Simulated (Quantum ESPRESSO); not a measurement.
## Kohn-Sham bands of MgZnO$_{2}$ (R-3m)

```
MgZnO2
1.0
   -1.52182     2.63586     0.00000
   -3.04363     0.00000     0.00000
   -1.52182     0.87862     4.94647
Mg Zn O
1 1 2
Direct
  0.00000   0.00000   0.00000
  0.50000   0.50000   0.50000
  0.74709   0.74709   0.75873
  0.25291   0.25291   0.24127
```

Cell from Materials Project (mp-1221939), symmetrised, no further relaxation. Not found in the COD (Crystallography Open Database) copy used; not checked further. Computed values, not measurements, from PBEsol: Quantum ESPRESSO (norm-conserving PseudoDojo potentials, cutoff 68 Ry, no spin polarisation, no spin-orbit coupling) on a Γ-centred 8×8×8 mesh, then Wannier90. Density: 12×12×12 mesh, cold smearing 0.01 Ry.

**Question.** List the Kohn-Sham levels between −8 and 5.4 eV relative to the valence-band maximum at the high-symmetry points, as a band run of pw.x on that density gives them (levels within 2 meV counted together).

**Answer.** 
```
point  k (reciprocal lattice)                                                                  levels (eV)
-----  ----------------------  ---------------------------------------------------------------------------
Γ           0.000 0.000 0.000    -6.07, -4.85 (×2), -4.29 (×2), -3.70, -0.60 (×2), -0.60, -0.32 (×2), 2.35
T           0.000 0.000 0.500     -5.20, -4.83 (×2), -4.29 (×2), -3.10, -3.07, -0.96 (×2), 0.00 (×2), 4.67
H_2       -0.312 -0.625 0.188  -5.22, -5.12, -4.91, -4.73, -4.47, -3.58, -3.41, -2.53, -2.50, -0.92, -0.72
H_0      -0.375 -0.688 -0.188  -5.22, -5.12, -4.91, -4.73, -4.47, -3.58, -3.41, -2.53, -2.50, -0.92, -0.72
L          0.000 -0.500 0.000  -5.63, -5.09, -4.82, -4.37, -4.22, -4.05, -3.15, -2.54, -1.59, -1.21, -0.63
S_0      -0.344 -0.688 -0.344  -5.25, -5.00, -5.00, -4.63, -4.53, -3.57, -3.35, -2.84, -2.34, -0.92, -0.75
S_2       -0.344 -0.656 0.000  -5.25, -5.00, -5.00, -4.63, -4.53, -3.57, -3.35, -2.84, -2.34, -0.92, -0.75
F         -0.500 -0.500 0.000  -6.07, -4.78, -4.76, -4.62, -4.32, -4.05, -3.51, -1.96, -1.93, -0.24, -0.14
```
